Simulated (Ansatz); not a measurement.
**ZnHOF: Field gradients at the nuclei**

The cell is a structure deposited in the COD whose atoms were relaxed with PBE, the cell held.

```xyz
16
Lattice="10.2280 0.0000 0.0000 0.0000 3.1125 0.0000 0.0000 0.0000 4.7165" Properties=species:S:1:pos:R:3 pbc="T T T"
Zn    1.3117    2.3344    2.4755
Zn    3.8023    0.7781    0.1172
Zn    6.4257    2.3344    4.5993
Zn    8.9163    0.7781    2.2410
H     9.3493    2.3344    4.2620
H     5.9927    0.7781    1.9038
H     4.2353    2.3344    2.8127
H     0.8787    0.7781    0.4545
O     4.5189    2.3344    3.7507
O     0.5951    0.7781    1.3925
O     9.6329    2.3344    3.3240
O     5.7091    0.7781    0.9658
F     1.9797    0.7781    3.7824
F     3.1343    2.3344    1.4242
F     7.0937    0.7781    3.2923
F     8.2483    2.3344    0.9341
```

Atom numbers follow the list; atoms alike are taken as one site, whose name carries the number of the first.

Level of theory: DFT, r2SCAN, plane waves and PAW, scalar-relativistic, 500 eV cutoff, Γ-centred 2×7×5 k-points, Fermi–Dirac smearing 0.02 eV (Ansatz 0.2.0).

Conventions: |V_zz| ≥ |V_yy| ≥ |V_xx|, η = (V_xx − V_yy)/V_zz, C_Q = eQV_zz/h. Directions are in the Cartesian axes of the cell vectors above, for the atom listed; none is given where the gradient is under 0.02 or η is above 0.95.

Q: Which values are expected at the nuclei?

A: 

| site | first atom | first shell | V_zz (10²¹ V/m²) | η | direction of V_zz (x, y, z) |
| --- | --- | --- | --- | --- | --- |
| Zn | 1 | 3 O at 2.03–2.09 Å, 3 F at 2.10–2.14 Å | -2.46 | 0.17 | 0.00 1.00 0.00 |
| H | 5 | 1 O at 0.98 Å; also 1 F at 1.77 Å | 3.60 | 0.01 | -0.27 0.00 0.96 |
| O | 9 | 1 H at 0.98 Å, 3 Zn at 2.03–2.09 Å | 10.12 | 0.03 | 0.25 0.00 0.97 |
| F | 13 | 3 Zn at 2.10–2.14 Å; also 1 H at 1.77 Å | -4.41 | 0.59 | 0.75 0.00 -0.66 |

At H V_zz points along its bond to O (within 2°). At O V_zz points along its shortest bond, to H (within 3°). At F V_zz stands upright on the plane through its three neighbours (within 6°).

The largest force is 0.4 eV/Å, so the atoms aren't at the calculated equilibrium and relaxing them would move these values. With these PAW files V_zz is typically within 2 to 3 % of all-electron values, but misses above 10 % occur on Zn. The entry's hydrogen positions were far off; the other atoms hardly move on relaxation.
